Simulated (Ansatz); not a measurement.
# Notes on ZrHRu

```
CELL_PARAMETERS angstrom
3.07227 5.32132 0.00000
-3.07227 5.32132 0.00000
0.00000 0.00000 3.37546
ATOMIC_POSITIONS crystal
Ru 0.24800 0.75200 0.00000
Ru 0.75200 0.00000 0.00000
Ru 0.00000 0.24800 0.00000
Zr 0.58000 0.42000 0.50000
Zr 0.42000 0.00000 0.50000
Zr 0.00000 0.58000 0.50000
H 0.00000 0.00000 0.50000
H 0.33330 0.33340 0.00000
H 0.66670 0.66660 0.00000
```

Method: PBEsol, no spin polarisation; PAW, plane waves to 420 eV, 7×7×10 Γ-centred mesh, fermi-dirac occupations (width 0.0797 eV) (Ansatz 0.2.0), atoms fixed.

(1) Describe some of the short contacts.

(2) What is the formation energy?

(3) Is there a gap?

(4) Is the cell too large or too small?

Origin: a known structure type with other elements, at an estimated volume, so it need not be a known compound.

Results:

(1) Ru–H at 2.27 Å: least valence density 0.26 e/Å³ and ELF 0.26 there. Zr–H at 2.50 Å: least valence density 0.18 e/Å³ and ELF 0.14 there. Ru–Ru at 2.64 Å: least valence density 0.43 e/Å³ and ELF 0.31 there. These are pseudo-fields; inside the PAW spheres they differ from the all-electron ones.

(2) -0.06 eV an atom against the elements' usual phases (free molecules for gases, crystals otherwise, with no correction for O₂ or N₂), so it is bound against them; other compounds may still compete. Relaxing would lower it.

(3) It is a metal, with about 7 states/eV a cell as the mean within 0.25 eV of the Fermi level, mostly Zr d (46 %) and Ru d (42 %).

(4) The pressure is 1.7 GPa (compression positive), so with the atoms held at these fractions the cell would first expand. The principal stresses -7.2, 6.1, 6.1 GPa differ, so its shape would change too.
